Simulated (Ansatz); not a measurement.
Data:

Ag:
Space group Fm-3m (No. 225); a = b = c = 4.1482 Å, α = β = γ = 90.00°

```json
[
 {"atom": "Ag", "site": "4a", "symmetry": "m-3m", "x": "0.0000", "y": "0.0000", "z": "0.0000"}
]
```
(The calculation used a cell of 1 atom; values per cell refer to that cell.)

This is the PBE-relaxed structure.

Problem. All from the program Ansatz at the PBE level (PAW), unless another level is named. Give the density of states at the Fermi level.

Solution. 0.28 states/eV per atom (mean over ±0.08 eV).

Problem. What about the gap with spin–orbit coupling?

Solution. none (metallic).

Symmetry was held in the PBE relaxation. No spin polarisation was allowed. Scalar-relativistic: spin–orbit coupling is off unless named, which matters more the heavier the elements.

Potentials: the earlier of the program's two PAW sets.
